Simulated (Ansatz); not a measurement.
## One input, then a changed one: Al₂Pt

First run: DFT, PBE, all-electron LAPW, scalar-relativistic (Ansatz 0.2.0).

Command: `ansatz run input.yaml --threads 1 --pin off --max-ram 3072MiB --backend cpu --events-out ev --progress --plain --runs-dir out` It took 54 s on 1 thread of Intel(R) Xeon(R) Platinum 8259CL CPU @ 2.50GHz (Skylake/Cascade Lake), with other jobs on the host, peak memory 0.54 GiB.

```yaml
crystal:
  lattice:
    - [0.0, 2.9735292329, 2.9735292329]
    - [2.9735292329, 0.0, 2.9735292329]
    - [2.9735292329, 2.9735292329, 0.0]
  atoms:
    - { symbol: Al, position: [0.25, 0.25, 0.25] }
    - { symbol: Al, position: [0.75, 0.75, 0.75] }
    - { symbol: Pt, position: [0.0, 0.0, 0.0] }
kpoints:
  mp_grid: { grid: [11, 11, 11] }
  band_path:
    path:
      - [0.0, 0.0, 0.0]
      - [0.5, 0.0, 0.5]
      - [0.625, 0.25, 0.625]
      - [0.375, 0.375, 0.75]
      - [0.0, 0.0, 0.0]
      - [0.5, 0.5, 0.5]
      - [0.5, 0.25, 0.75]
      - [0.5, 0.0, 0.5]
    npoints: 14
scf:
  occupations: { method: fermi_dirac, width: 0.05 }
hamiltonian:
  xc: pbe
  pseudopotentials: { kind: all_electron, lapw: { basis_error: 0.0005 } }
output:
  forces: true
  stress: true
  eigenvalues: true
  populations: true
```

The cell comes from a relaxation on PAW files under the same functional, begun from a database entry that needn't be the ground state.

It converges in 7 SCF iterations at a pressure of -0.02 GPa.

The input is then changed:

```diff
   occupations: { method: fermi_dirac, width: 0.05 }
+  mixing: { algorithm: anderson, beta: 0.3 }
 hamiltonian:
   populations: true
+magnetization:
+  spin_polarized: true
```

Problem. What does the second run give?

Solution. It converges in 15 SCF iterations at a pressure of -0.02 GPa, cell moment 0.00 μB.
